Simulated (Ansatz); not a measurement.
Relaxed polymorphs of GaAs. Level of theory: r2SCAN (plane waves to 500 eV, PAW, scalar-relativistic; Ansatz, a program for electronic structure). One row is withheld; estimate it from its structure type, its coordination and the trend of the others.

| structure | coordination | E − E(first row) (eV/atom) | V (Å³/atom) | gap (eV, no SOC) |
|---|---|---|---|---|
| F-43m, cF8, zinc blende type | As 4 (tetrahedral), Ga 4 (tetrahedral) | 0.000 | 22.73 | 0.97 |
| P6₃mc, hP4, wurtzite type | Ga 4 (tetrahedral), As 4 (tetrahedral) | 0.012 | 22.73 | 0.97 |
| P6₃mc, hP12, AFLOW prototype AB_hP12_186_a2b_a2b (B6, as in SiC) | – | 0.004 | 22.73 | 0.97 |
| P6₃mc, hP8, AFLOW prototype AB_hP8_186_ab_ab (B5, as in SiC) | – | 0.005 | 22.73 | 0.98 |
| P6₃/mmc, hP8 | – | 0.163 | 23.09 | 0.51 |
| P1, aP8 | – | 0.190 | 22.70 | 0.55 |
| P4₂/mnm, tP8, AFLOW prototype AB_tP8_136_g_f (as in BeO) | – | ___ | ___ | ___ |
| P6₂22, hP6 | – | 0.22 | 20.69 | 0.02 |

Task: Some entries are withheld; supply them.

Result: 
- P4₂/mnm, tP8, AFLOW prototype AB_tP8_136_g_f (as in BeO), E − E(first row) (eV/atom): 0.086
- P4₂/mnm, tP8, AFLOW prototype AB_tP8_136_g_f (as in BeO), V (Å³/atom): 24.00
- P4₂/mnm, tP8, AFLOW prototype AB_tP8_136_g_f (as in BeO), gap (eV, no SOC): 1.01

The withheld cell: P4₂/mnm (No. 136), tP8, AFLOW prototype AB_tP8_136_g_f (as in BeO); a = 6.9208 Å, b = 6.9208 Å, c = 4.0082 Å, α = 90.00°, β = 90.00°, γ = 90.00°; Ga 4g (0.324, 0.324, 0.500); As 4f (0.183, 0.183, 0.000). Coordination numbers (neighbours up to the widest gap in distance over summed covalent radii, below 1.35; n+m marks a second, longer set; metal–metal contacts left out).

 1 generated cell of layers, chains or molecules, poorly bound without dispersion, is left out. Each run could gain symmetry but not lose that of its start, so entries can be saddle points. From databases, or of a type measured for this composition: F-43m, cF8, zinc blende type; the others are generated cells (placed on structure types, drawn at random, substituted or restacked) that were not matched to a known phase here. Energies are at zero temperature and pressure, without zero-point motion. No spin polarisation in the result. Gaps of cells over 8 atoms come from the SCF mesh and high-symmetry points alone.
